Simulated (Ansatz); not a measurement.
Rb2PdSe2:
```
Rb2PdSe2
1.0
   -1.90345     3.83177     5.07414
    1.90345    -3.83177     5.07414
    1.90345     3.83177    -5.07414
Rb Pd Se
2 1 2
Cartesian
  0.00000   3.83177   1.97452
  1.90345   0.00000   3.09962
  0.00000   0.00000   0.00000
  1.90345   1.62984   0.00000
  0.00000   2.20193   5.07414
```

Relaxed with r²SCAN. Special points in fractions of this cell's reciprocal vectors: Γ (0.000, 0.000, 0.000); X (0.500, 0.500, -0.500); F2 (0.285, 0.715, -0.285); Σ0 (-0.285, 0.285, 0.285); Y0 (0.393, -0.393, 0.393); U0 (0.607, 0.393, -0.393); R (0.000, 0.500, 0.000); W (0.250, 0.250, 0.250); S (0.500, 0.000, 0.000); T (0.000, 0.000, 0.500).

Task: List the band energies nearest the valence-band maximum at these points for DFT-r²SCAN in the program Ansatz with PAW potentials.

Result: In eV from the valence-band maximum; about four levels below and three above (degenerate sets whole), none deeper than 8.9 eV; points with the same levels are listed once.

```tsv
k	below	above
Γ	-1.07 -0.89 -0.28 -0.01	2.42 2.65 3.21
X	-1.42 -0.81 -0.42 -0.08	2.51 4.26 4.44
F2	-1.82 -1.33 -1.12 -0.17	2.08 3.28 4.12
Y0	-1.44 -0.82 -0.58 -0.15	2.48 4.37 4.40
R	-1.87 -1.35 -1.20 -0.01	2.19 3.05 4.29
W	-1.88 -1.34 -1.04 -0.12	1.48 3.54 4.37
S	-1.09 -1.06 -0.85 -0.23	2.42 3.82 4.17
T	-1.89 -1.33 -1.05 -0.14	1.51 3.52 4.67
```

Space group Immm. The workflow started from a Materials Project entry (that database holds measured and hypothetical structures alike); the Crystallography Open Database copy checked does not list it. Whether it is the stable phase at ambient conditions was not checked. The cell was relaxed with r²SCAN under the symmetry of its start; its stability against distortions is not shown here. The run is not spin-polarised. Scalar-relativistic: spin–orbit coupling is off unless named, which matters more the heavier the elements.

Potentials: the later of the program's two PAW sets.
